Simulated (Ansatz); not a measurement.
Hg (omega (AlB2-type)): energy against volume

All numbers below come from Ansatz, DFT, PBEsol, plane waves (420 eV) with PAW, scalar-relativistic. The PAW files were generated under PBE, with cores re-solved for the functional.

The cell is scaled uniformly from the relaxed one, with fractional coordinates and shape fixed. Energies are extrapolated to zero smearing, pressures are those at the given smearing. Magnetic state: spin not included.

A Birch-Murnaghan fit gives V₀ = 24.13 Å³/atom, B₀ = 35 GPa, B₀′ = 7.7.

What are the energy above the minimum and the pressure at 22.179 Å³/atom?

22.3 meV/atom and 4.05 GPa as computed.

What are the energy above the minimum and the pressure at 25.072 Å³/atom?

3.6 meV/atom and -1.18 GPa as computed.

What are the energy above the minimum and the pressure at 26.036 Å³/atom?

13.4 meV/atom and -2.00 GPa as computed.
